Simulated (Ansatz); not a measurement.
Input and command of a plane-wave DFT calculation in Ansatz:

```yaml
crystal:
  lattice:
    - [5.2955389246, 0.0, 0.0]
    - [0.0, 6.2015449238, 0.0]
    - [0.0, 0.0, 24.8963759491]
  atoms:
    - { symbol: Hf, position: [0.2954633019, 0.5137172639, 0.3012486643] }
    - { symbol: Hf, position: [0.2045366981, 0.0137172639, 0.3012486643] }
    - { symbol: "N", position: [0.0, 0.7291561467, 0.3339553901] }
    - { symbol: "N", position: [0.5, 0.2291561467, 0.3339553901] }
    - { symbol: Hf, position: [0.7045366981, 0.9445950294, 0.3666621159] }
    - { symbol: Hf, position: [0.7954633019, 0.4445950294, 0.3666621159] }
    - { symbol: Hf, position: [0.2954633019, 0.2428734106, 0.4119450709] }
    - { symbol: Hf, position: [0.2045366981, 0.7428734106, 0.4119450709] }
    - { symbol: "N", position: [0.0, 0.4583122933, 0.4446517967] }
    - { symbol: "N", position: [0.5, 0.9583122933, 0.4446517967] }
    - { symbol: Hf, position: [0.7045366981, 0.673751176, 0.4773585225] }
    - { symbol: Hf, position: [0.7954633019, 0.173751176, 0.4773585225] }
    - { symbol: Hf, position: [0.2954633019, 0.9720295572, 0.5226414775] }
    - { symbol: Hf, position: [0.2045366981, 0.4720295572, 0.5226414775] }
    - { symbol: "N", position: [0.0, 0.18746844, 0.5553482033] }
    - { symbol: "N", position: [0.5, 0.68746844, 0.5553482033] }
    - { symbol: Hf, position: [0.7045366981, 0.4029073227, 0.5880549291] }
    - { symbol: Hf, position: [0.7954633019, 0.9029073227, 0.5880549291] }
    - { symbol: Hf, position: [0.2954633019, 0.7011857039, 0.6333378841] }
    - { symbol: Hf, position: [0.2045366981, 0.2011857039, 0.6333378841] }
    - { symbol: "N", position: [0.0, 0.9166245866, 0.6660446099] }
    - { symbol: "N", position: [0.5, 0.4166245866, 0.6660446099] }
    - { symbol: Hf, position: [0.7045366981, 0.1320634693, 0.6987513357] }
    - { symbol: Hf, position: [0.7954633019, 0.6320634693, 0.6987513357] }
basis:
  ecutwfc: 420
kpoints:
  mp_grid: { grid: [7, 6, 1] }
hamiltonian:
  xc: pbesol
scf:
  occupations: { method: gaussian, width: 0.1 }
output:
  forces: true
  eigenvalues: true
relax:
  adjacent_minimum: "off"
  f_tol: 0.02
  max_steps: 60
efield:
  axis: 3
  dipole_correction: true
  ramp_width: 0.04
```

```bash
ansatz run input.yaml --threads 2 --pin off --max-ram 5120MiB --backend cpu --events-out ev --progress --plain --runs-dir out
```

Processor: Intel(R) Xeon(R) 6975P-C (Granite Rapids), 2 threads, on a host shared with other jobs.

Problem. Estimate time, memory and problem size.

Solution. About 17 min on 2 threads of Intel(R) Xeon(R) 6975P-C (Granite Rapids), on a shared host, peak memory 3.8 GiB. It solves 274 bands at 16 k points (the mesh reduced by symmetry) with about 16075 plane waves, in 44 SCF iterations over 6 ionic steps.
